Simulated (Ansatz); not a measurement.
Here is an unrelaxed guess for Ca2AlO.

```
Ca Al O
1.0
     1.74800    1.00921    6.29005
    -1.74800    1.00921    6.29005
     0.00000   -2.01842    6.29005
Ca Al O
2 1 1
Direct
  0.26389 0.26389 0.26389
  0.73611 0.73611 0.73611
  0.00000 0.00000 0.00000
  0.50000 0.50000 0.50000
```

Level of theory: Ansatz, DFT PBE, scalar-relativistic, plane waves, PAW. Plane waves to 420 eV, a k mesh through Γ of 6×6×6 on the computed 4-atom cell and Gaussian smearing (0.10 eV); no spin polarisation.

The zero of energy is the elements' standard structures at the same level (O₂ as a molecule); no fitted shifts are applied.

Question: How far from equilibrium is it?

Answer: The pressure is 35.6 GPa (the mean over three directions, positive in compression), the largest force is 10.18 eV/Å, and the energy is +0.80 eV/atom against the elements. The shortest distance is 2.41 Å.

Question: Is it a good guess?

Answer: A poor one: relaxing gains about 2.2 eV/atom (the start's value is from the coarse mesh, so the gain is rough) in 17 ionic steps and ends at −1.40 eV/atom on the finer mesh. The symmetry stays R-3m (No. 166). The volume per atom grows by 23.4 %, from 16.6 to 20.5 Å³. The shortest distance goes from 2.41 Å (Ca–Al) to 2.44 Å (Ca–O). The ratio c/a of the conventional cell changes by a factor of 1.26. Conventional cell: a = 3.475 Å, c = 23.554 Å. Ca is surrounded by 3 O at 2.44 Å, 3 Al at 3.24 Å and 9 Ca at 3.42–3.48 Å; Al is surrounded by 6 Ca at 3.24 Å and 6 Al at 3.48 Å; O has 6 Ca at 2.44 Å.

The last run used an 18×18×18 mesh for its 4-atom cell and Gaussian smearing of 0.10 eV. An odd number of electrons in the primitive cell allows no gap without spin; a larger cell or a magnetic state could open one. The relaxation can't lower the symmetry of the start, and the grade says only how near the guess is to its own end. Symmetry constrained the relaxation, so the result can be a saddle point.
